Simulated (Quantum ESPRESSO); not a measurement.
InMgAl4Ga2P7S, input and log of a self-consistent run

Computed values, not a measurement. The program is pw.x of Quantum ESPRESSO 7.5 (plane-wave density functional theory). The cell is made up: 16 atoms on a doubled zincblende/diamond lattice, with randomly drawn elements, strain and displacements, not relaxed. PseudoDojo standard norm-conserving files (v0.5 for PBE, v0.4.1 for LDA and PBEsol) set the functional; there is no spin polarisation, spin-orbit coupling or dispersion term, and the masses in the input are unused placeholders.

Input:

```
&control calculation='scf', pseudo_dir='./dojo.nc.sr.pbe.v0_5.standard.upf', outdir='./o', disk_io='low', tprnfor=.true., tstress=.true. /
&system ibrav=0, nat=16, ntyp=6, nbnd=57, ecutwfc=105.61755193, nosym=.true., tot_charge=0,
 occupations='smearing', smearing='fd', degauss=0.0018374661
/
&electrons conv_thr=7.350e-09, electron_maxstep=60, /
ATOMIC_SPECIES
Al 1.0 Al.upf
Ga 1.0 Ga.upf
In 1.0 In.upf
Mg 1.0 Mg.upf
P 1.0 P.upf
S 1.0 S.upf
CELL_PARAMETERS angstrom
5.8156 0.0055 0.0143
0.0055 5.6862 0.0116
0.0286 0.0232 11.2957
ATOMIC_POSITIONS angstrom
In 0.0495 -0.0452 0.015
Mg 0.0623 2.8409 2.7742
Al 2.9995 0.0632 2.6498
Al 2.9035 2.802 0.0773
Ga -0.0203 -0.0694 5.6203
Al 0.0264 2.8511 8.5134
Ga 2.9536 0.016 8.4597
Al 2.8868 2.8238 5.5752
P 1.4358 1.4596 1.3715
P 1.5042 4.218 4.2628
P 4.4152 1.5387 4.1713
P 4.3693 4.2975 1.5352
P 1.3571 1.419 6.9501
P 1.4464 4.3615 9.8989
P 4.292 1.5126 9.9346
S 4.3981 4.1074 7.1043
K_POINTS automatic
6 6 4 1 1 1
```

The log is shortened where brackets say so; the opening notice, blank lines, dates and the lines on written files are dropped, and the path of the files is cut. It prints rydbergs, bohrs and kilobars, and counts compression as positive stress.

```
     Program PWSCF v.7.5
     Parallel version (MPI & OpenMP), running on       4 processor cores
     Number of MPI processes:                 4
     Threads/MPI process:                     1
     [start-up lines left out]
     bravais-lattice index     =            0
     lattice parameter (alat)  =      10.9899  a.u.
     unit-cell volume          =    2520.7019 (a.u.)^3
     number of atoms/cell      =           16
     number of atomic types    =            6
     number of electrons       =       102.00
     number of Kohn-Sham states=           57
     kinetic-energy cutoff     =     105.6176  Ry
     charge density cutoff     =     422.4702  Ry
     scf convergence threshold =      7.3E-09
     mixing beta               =       0.7000
     number of iterations used =            8  plain     mixing
     Exchange-correlation= PBE
                           (   1   4   3   4   0   0   0)
     [axes and pseudopotential details left out]
   Cartesian axes
     site n.     atom                  positions (alat units)
         1        In     tau(   1) = (   0.0085116  -0.0077722   0.0025793  )
         2        Mg     tau(   2) = (   0.0107125   0.4884948   0.4770257  )
         3        Al     tau(   3) = (   0.5157661   0.0108673   0.4556350  )
         4        Al     tau(   4) = (   0.4992589   0.4818059   0.0132918  )
         5        Ga     tau(   5) = (  -0.0034906  -0.0119334   0.9664146  )
         6        Al     tau(   6) = (   0.0045395   0.4902487   1.4638851  )
         7        Ga     tau(   7) = (   0.5078736   0.0027512   1.4546514  )
         8        Al     tau(   8) = (   0.4963873   0.4855544   0.9586596  )
         9        P      tau(   9) = (   0.2468868   0.2509793   0.2358304  )
        10        P      tau(  10) = (   0.2586483   0.7252881   0.7329915  )
        11        P      tau(  11) = (   0.7591968   0.2645806   0.7172580  )
        12        P      tau(  12) = (   0.7513042   0.7389582   0.2639787  )
        13        P      tau(  13) = (   0.2333543   0.2439981   1.1950746  )
        14        P      tau(  14) = (   0.2487095   0.7499630   1.7021229  )
        15        P      tau(  15) = (   0.7380124   0.2600926   1.7082615  )
        16        S      tau(  16) = (   0.7562564   0.7062703   1.2215894  )
     number of k points=    72  Fermi-Dirac smearing, width (Ry)=  0.0018
                       cart. coord. in units 2pi/alat
        k(    1) = (   0.0830959   0.0850192   0.0639716), wk =   0.0277778
        k(    2) = (   0.0827797   0.0847569   0.1926860), wk =   0.0277778
     [further k points left out]
     Dense  grid:   369523 G-vectors     FFT dimensions: (  72,  72, 144)
     Estimated max dynamical RAM per process >       1.36 GB
     Estimated total dynamical RAM >       5.17 GB
     Initial potential from superposition of free atoms
     starting charge     101.9792, renormalised to     102.0000
     Starting wfcs are   80 randomized atomic wfcs
     total cpu time spent up to now is       68.5 secs
     per-process dynamical memory:  1158.5 Mb
     Self-consistent Calculation
     iteration #  1     ecut=   105.62 Ry     beta= 0.70
     Davidson diagonalization with overlap
     ethr =  1.00E-02,  avg # of iterations =  3.9
     Threshold (ethr) on eigenvalues was too large:
     Diagonalizing with lowered threshold
     Davidson diagonalization with overlap
     ethr =  9.10E-04,  avg # of iterations =  2.0
     total cpu time spent up to now is      387.8 secs
     total energy              =    -695.22206326 Ry
     estimated scf accuracy    <       0.94547344 Ry
     iteration #  2     ecut=   105.62 Ry     beta= 0.70
     Davidson diagonalization with overlap
     ethr =  9.27E-04,  avg # of iterations =  5.7
     total cpu time spent up to now is      564.2 secs
     total energy              =    -694.61788251 Ry
     estimated scf accuracy    <       3.97902748 Ry
     iteration #  3     ecut=   105.62 Ry     beta= 0.70
     Davidson diagonalization with overlap
     ethr =  9.27E-04,  avg # of iterations =  5.7
     total cpu time spent up to now is      760.1 secs
     total energy              =    -695.47835093 Ry
     estimated scf accuracy    <       1.09164884 Ry
     iteration #  4     ecut=   105.62 Ry     beta= 0.70
     Davidson diagonalization with overlap
     ethr =  9.27E-04,  avg # of iterations =  2.0
     total cpu time spent up to now is      905.2 secs
     total energy              =    -695.55679890 Ry
     estimated scf accuracy    <       0.10193166 Ry
     iteration #  5     ecut=   105.62 Ry     beta= 0.70
     Davidson diagonalization with overlap
     ethr =  9.99E-05,  avg # of iterations =  7.2
     total cpu time spent up to now is     1092.9 secs
     total energy              =    -695.57393746 Ry
     estimated scf accuracy    <       0.00442299 Ry
     [iterations 6 to 9 left out]
     iteration # 10     ecut=   105.62 Ry     beta= 0.70
     Davidson diagonalization with overlap
     ethr =  1.20E-08,  avg # of iterations =  2.0
     total cpu time spent up to now is     2043.7 secs
     total energy              =    -695.57557582 Ry
     estimated scf accuracy    <       0.00000077 Ry
     iteration # 11     ecut=   105.62 Ry     beta= 0.70
     Davidson diagonalization with overlap
     ethr =  7.59E-10,  avg # of iterations =  4.6
     total cpu time spent up to now is     2238.8 secs
     total energy              =    -695.57557610 Ry
     estimated scf accuracy    <       0.00000033 Ry
     iteration # 12     ecut=   105.62 Ry     beta= 0.70
     Davidson diagonalization with overlap
     ethr =  3.23E-10,  avg # of iterations =  2.0
     total cpu time spent up to now is     2403.4 secs
     total energy              =    -695.57557612 Ry
     estimated scf accuracy    <       0.00000006 Ry
     iteration # 13     ecut=   105.62 Ry     beta= 0.70
     Davidson diagonalization with overlap
     ethr =  5.53E-11,  avg # of iterations =  4.0
     total cpu time spent up to now is     2604.5 secs
     total energy              =    -695.57557614 Ry
     estimated scf accuracy    <       0.00000001 Ry
     iteration # 14     ecut=   105.62 Ry     beta= 0.70
     Davidson diagonalization with overlap
     ethr =  1.00E-11,  avg # of iterations =  2.7
     total cpu time spent up to now is     2771.8 secs
     End of self-consistent calculation
     [lines on levels left out]
!    total energy              =    -695.57557613 Ry
     estimated scf accuracy    <          2.0E-09 Ry
     smearing contrib. (-TS)   =      -0.00000000 Ry
     internal energy E=F+TS    =    -695.57557613 Ry
     The total energy is F=E-TS. E is the sum of the following terms:
     one-electron contribution =    -381.22722531 Ry
     hartree contribution      =     239.70060157 Ry
     xc contribution           =    -182.94636618 Ry
     ewald contribution        =    -371.10258622 Ry
     convergence has been achieved in  14 iterations
     Forces acting on atoms (cartesian axes, Ry/au):
     atom    1 type  3   force =    -0.04971022    0.03378242    0.01960122
     atom    2 type  4   force =     0.01054627    0.01493228    0.01365613
     atom    3 type  1   force =    -0.03358027    0.02266944    0.05425345
     atom    4 type  1   force =    -0.01037046    0.03365173    0.00599857
     atom    5 type  2   force =     0.01060739    0.01793060   -0.04738696
     atom    6 type  1   force =     0.01112969   -0.01628584    0.01326597
     atom    7 type  2   force =    -0.03200423    0.02369909    0.01054399
     atom    8 type  1   force =    -0.00410071   -0.01830308   -0.01491919
     atom    9 type  5   force =     0.06068715   -0.00463944    0.00797697
     atom   10 type  5   force =     0.01915810    0.04372383    0.00734624
     atom   11 type  5   force =    -0.04013159   -0.05873273    0.04453934
     atom   12 type  5   force =    -0.03250764   -0.03246035   -0.04274580
     atom   13 type  5   force =     0.02613995    0.00189455    0.03585208
     atom   14 type  5   force =     0.05918559   -0.08023702   -0.06389158
     atom   15 type  5   force =     0.01774340   -0.00070519   -0.04328874
     atom   16 type  6   force =    -0.01279244    0.01907971   -0.00080168
     Total force =     0.227353     Total SCF correction =     0.000166
     Computing stress (Cartesian axis) and pressure
          total   stress  (Ry/bohr**3)                   (kbar)     P=      -29.35
  -0.00025191  -0.00004725  -0.00009330          -37.06       -6.95      -13.73
  -0.00004725  -0.00018113   0.00004704           -6.95      -26.64        6.92
  -0.00009330   0.00004704  -0.00016555          -13.73        6.92      -24.35
     init_run     :     65.87s CPU     67.68s WALL (       1 calls)
     electrons    :   2681.59s CPU   2703.75s WALL (       1 calls)
     forces       :     39.08s CPU     39.37s WALL (       1 calls)
     stress       :    104.11s CPU    106.74s WALL (       1 calls)
     [timing details left out]
     PWSCF        :  48m11.98s CPU  48m42.23s WALL
     JOB DONE.
```

In other units: free energy -9463.788 eV for the cell, pressure -2.94 GPa, largest force component 2.063 eV/Å. This run is the check on a run of the same cell at a cutoff of 1143 eV and k mesh 4 x 4 x 2: rerunning at a cutoff of 1437 eV and k mesh 6 x 6 x 4 moved values by no more than 0.011 eV in energy, 0.02 GPa in stress and 0.009 eV/Å in force.